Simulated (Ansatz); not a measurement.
A geometry of HfSiO$_{4}$ away from equilibrium: step 10 of the relaxation of a generated trial cell of HfSiO4 in the AFLOW prototype AB4C_tI12_82_c_g_a (H0_7, as in BPO4). These are PBEsol (plane waves to 420 eV, PAW, scalar-relativistic; Ansatz, a first-principles code) values and carry that method's errors. Γ-centred k-mesh 8×8×8 on the run's cell (coarser than for final values), Fermi–Dirac smearing 0.05 eV.

```xyz
6
Lattice="-2.4080 2.4080 3.7616 2.4080 -2.4080 3.7616 2.4080 2.4080 -3.7616" Properties=species:S:1:pos:R:3:forces:R:3 pbc="T T T" free_energy=-18470.014 pressure_GPa=7.2
Hf     0.0000     2.4080     1.8808    0.0000    0.0000    0.0000
O      0.9028     1.0243     0.8755   -0.0155    0.0271    0.0254
O      1.5051     1.3837     4.6371    0.0155   -0.0271    0.0254
O      3.7917     0.9028    -0.8755   -0.0271   -0.0155   -0.0254
O     -1.3837     1.5051     2.8860    0.0271    0.0155   -0.0254
Si     0.0000     0.0000     0.0000    0.0000    0.0000    0.0000
```

Positions in Å, forces in eV/Å, free energy of the cell in eV (comparable only within this code, potentials and settings). Largest force: 0.04 eV/Å, on O2, O3, O4, O5 (atoms numbered as listed); the geometry lies 0.15 eV/atom above the end of its relaxation.

No spin polarisation in the result.

The run could not lose the symmetry of its start, so the end can be a saddle point.

The end of the path is a generated cell of HfSiO4: the first start was made by placing the elements on the sites of a structure type, and the end was not matched to a known phase here, so it may be hypothetical.
